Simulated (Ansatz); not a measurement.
# Structure relaxation, TiO2

The start is a generated cell, TiO2 built in the AFLOW prototype A2B_oF24_70_e_a (C54, as in TiSi2). A full variable-cell relaxation at zero pressure is run with PBEsol (plane waves to 420 eV, PAW, scalar-relativistic; Ansatz, a quantum-chemistry and plane-wave program). The first steps use a coarse 7×7×7 k-mesh.

Starting cell:
```yaml
crystal:
  lattice:
    - [0.00000, 3.61918, 3.74325]
    - [2.10135, 0.00000, 3.74325]
    - [2.10135, 3.61918, 0.00000]
  atoms:
    - { symbol: O, position: [0.66350, 0.33650, 0.66350] }
    - { symbol: O, position: [0.33650, 0.66350, 0.33650] }
    - { symbol: O, position: [0.58650, 0.91350, 0.58650] }
    - { symbol: O, position: [0.91350, 0.58650, 0.91350] }
    - { symbol: Ti, position: [0.00000, 0.00000, 0.00000] }
    - { symbol: Ti, position: [0.25000, 0.25000, 0.25000] }
```

### Question
Which atoms feel the largest initial force, and how large is it?

### Answer
About 2.0 eV/Å, on O1, O2, O3, O4 (atoms numbered as listed).

### Question
How much energy is released per atom?

### Answer
0.39 eV/atom.

### Question
How does the volume per atom move from start to end?

### Answer
-14.3 %, from 9.49 to 8.13 Å³/atom.

### Question
How do the shortest distances between atoms change?

### Answer
The closest pairs of elements (up to four, under 3.6 Å), start → end: O–Ti 2.24 → 2.09 Å; O–O 2.22 → 2.11 Å; Ti–Ti 2.81 → 2.73 Å.

### Question
Is the relaxed structure metallic? Give its gap.

### Answer
Zero (metallic).

The space group stays Fddd (No. 70) (the run could not lower it); the end is AFLOW prototype A2B_oF24_70_e_a (C54, as in TiSi2), with 6 atoms in the primitive cell. Final values are on a 15×15×15 k-mesh of the relaxed cell. No spin polarisation in the result. The d or f electrons are treated with no Hubbard U.

The run could not lose the symmetry of its start, so the end can be a saddle point.

The relaxed structure here is a generated cell of TiO2: the first start was made by placing the elements on the sites of a structure type, and the end was not matched to a known phase here, so it may be hypothetical. Known forms of TiO2 include space group No. 61, 136, 141.
